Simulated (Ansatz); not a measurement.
# Property card for SnSe₂

SnSe2:
```xyz
6
Lattice="-2.8106 2.8106 5.5793 2.8106 -2.8106 5.5793 2.8106 2.8106 -5.5793" Properties=species:S:1:pos:R:3 pbc="T T T"
Sn     0.0000     0.0000     5.5793
Sn     2.8106     0.0000     2.7896
Se     0.0000     0.0000     3.0526
Se     2.8106     0.0000     0.2629
Se     2.8106     0.0000     5.3163
Se     0.0000     0.0000     8.1060
```

Space group I4_1/amd (No. 141), anatase; conventional cell a = 5.6212 Å, b = 5.6212 Å, c = 11.1585 Å, α = 90.00°, β = 90.00°, γ = 90.00°.

Method: HSE06 in the plane-wave PAW code Ansatz. The cell and atoms are relaxed at this level. Other levels are named where they apply.

**Cell and energy**

- Volume per atom = 29.38 Å³
- Density = 5.21 g/cm³

**Electronic structure**

- Band gap = 1.02 eV (indirect)
- Valence-band maximum = off the standard path, at k = (0.172, 0.234, 0.297) in fractions of the reciprocal vectors
- Conduction-band minimum = at Γ
- Smallest direct gap on the standard path = 1.24 eV

The cell is a constructed one: a structure type filled with these elements; neither database checked (COD, Materials Project) lists it. COD files the formula under space group No. 164, 217. Whether it is the stable phase at ambient conditions was not checked. Symmetry was held in the HSE06 relaxation; its stability against distortions is not shown here. The hybrid was solved on a coarse mesh, the path and, where they were found, the r²SCAN edge points; its band edges are the extreme levels among these. Spin–orbit coupling is left out wherever it is not named.

Potentials: the later of the program's two PAW sets.
